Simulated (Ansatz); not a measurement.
Ni₃Ge (Cu3Au type, space group No. 221), the program Ansatz at the r²SCAN level (PAW), all energies at zero smearing, with the estimated change up to a 700 eV cutoff added, with one set of potentials and settings (totals compare only within such a set). Cell of 4 atoms (3 Ni, 1 Ge): -21839.760 eV.

| element | reference phase | E (eV/atom) |
|---|---|---|
| Ni | Fm-3m, 1 atoms in the cell, spin-polarised | -5845.2912 |
| Ge | Fd-3m, 2 atoms in the cell | -4302.9041 |

Formation energy per atom, worked out: (-21839.760 − 3×(-5845.2912) − 1×(-4302.9041))/4 = -0.246 eV/atom (-24 kJ per mol of atoms), at 0 K, without zero-point energy or fitted corrections.

Space group Pm-3m (Cu3Au type). The workflow started from a Materials Project entry (that database holds measured and hypothetical structures alike); the Crystallography Open Database copy checked does not list it. Its standing as an ambient phase is unchecked. The cell was relaxed with r²SCAN under the symmetry of its start; of distortions, only those at the zone centre were tested. The run is not spin-polarised. The references are the lowest solids computed at this level, not always the standard phases.

Potentials: the later of the program's two PAW sets.
